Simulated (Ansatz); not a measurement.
Theory: DFT PBE, scalar-relativistic, plane waves, PAW (Ansatz). All cells share a 420 eV cutoff and Γ-centred k meshes spaced at most about 0.3 Å⁻¹ (about 0.25 or finer for metals, 2π included). No spin polarisation in the final relaxations.

Temperature and zero-point effects are left out. All come from trial cells, and lower structures may exist.

Task: Which of these relaxed structures of Ga2Te3O is the lowest in energy?
A. Space group Cmmm (No. 65), orthorhombic, a = 4.141 Å, b = 11.149 Å, c = 9.043 Å. Around Ga lie 2 Ga at 2.87 Å and 4 Te at 3.08 Å; Te on a site of symmetry mm2 is surrounded by 1 Te at 2.81 Å, 4 Ga at 3.08 Å and 1 O at 3.11 Å; around Te on a site of symmetry mmm lie 2 O at 2.07 Å; around O lie 2 Te at 2.07 Å and 2 Te at 3.11 Å.
B. Space group P-3m1 (No. 164), trigonal, a = 3.974 Å, c = 10.063 Å. Around Ga lie 3 O at 2.49 Å, 3 Ga at 3.01 Å and 3 Te at 3.04 Å; Te on a site of symmetry -3m is surrounded by 6 Te at 3.09 Å; around Te on a site of symmetry 3m lie 3 Ga at 3.04 Å and 3 Te at 3.09 Å; O has 6 Ga at 2.49 Å.
C. Space group P6mm (No. 183), hexagonal, a = 6.018 Å, c = 5.889 Å. Ga is surrounded by 3 Te at 3.08 Å, 3 Ga at 3.47 Å and 3 Te at 3.77 Å; around Te lie 4 Te at 3.01 Å, 2 O at 3.01 Å, 2 Ga at 3.08 Å and 2 Ga at 3.77 Å; O is surrounded by 6 Te at 3.01 Å (long against covalent radii, as for large ions).
D. Space group R-3m (No. 166), trigonal, a = 7.485 Å, c = 8.956 Å. Ga has 1 Ga at 2.51 Å, 3 Te at 2.77 Å and 1 O at 3.23 Å; around Te lie 2 O at 2.63 Å and 2 Ga at 2.77 Å; O is surrounded by 6 Te at 2.63 Å and 2 Ga at 3.23 Å.

Result: B. It has space group P-3m1 (No. 164); the next, A, with space group Cmmm (No. 65), lies 131 meV/atom higher. The shortest distance is 2.49 Å (Ga–O) in the lowest and 2.07 Å (Te–O) in the next. The next holds Te–Te pairs (shortest 2.81 Å); in the lowest the shortest Te–Te distance is 3.09 Å, near bonding range too.

Weakly bound directions are ill-defined at this level, which has no dispersion term (Cmmm, P6mm), and this can change margins and order among such cells. Spin–orbit coupling, which can matter for Te, is left out. Cells relaxed within their symmetry can be saddle points. Some candidate types were left out of the draw beforehand, so a known form may be missing.
